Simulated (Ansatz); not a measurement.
# Find the missing element

Cell vectors (Å):

```
0.0000 3.1251 3.1251
3.1251 0.0000 3.1251
3.1251 3.1251 0.0000
```

```tsv
atom	a	b	c
X	0.0000	0.0000	0.0000
H	0.5000	0.5000	0.5000
```

Method: PBEsol, all-electron PAW in Ansatz 0.2.0, datasets made for the crystal, scalar-relativistic. k mesh 8×8×8, strains of ±0.005, fixed occupations.

Elastic constants of a crystal by Kohn-Sham DFT: slopes of the stress over finite engineering strains of the given cell, Voigt indices, Cartesian axes as in the cell vectors.

| index | elastic (GPa) |
| --- | --- |
| 11 | 26.4 |
| 12 | 2 |
| 44 | 5.4 |

Task: All X atoms are one element. Which one was computed?

Result: Cs; the crystal is CsH (Fm-3m).
